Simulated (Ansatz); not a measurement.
BiB (rock salt, space group No. 225), a = b = c = 5.2768 Å, α = β = γ = 90.00°; the cell used has 2 atoms.

Relaxed with PBE.

Q: Decompose the optical modes at the zone centre into irreducible representations, and say which are infrared and Raman allowed.

A: Point group m-3m: Γ_opt = T1u. Infrared: T1u. Raman: none.

Q: Assign frequencies (DFPT, the program Ansatz at the PBE level (PAW)).

A: T1u 203 cm⁻¹.

Space group Fm-3m (rock salt). A made-up cell: these elements were put on the sites of a structure type; neither database checked (COD, Materials Project) lists it. Whether it is the stable phase at ambient conditions was not checked. The PBE relaxation kept the symmetry of its start; phonons on a q-mesh show no instability. As this level gives no gap, phonon frequencies hold no LO–TO term and depend on the k-mesh and smearing (Fermi–Dirac, 0.1 eV here). Spin–orbit coupling is left out wherever it is not named.

Potentials: the later of the program's two PAW sets.
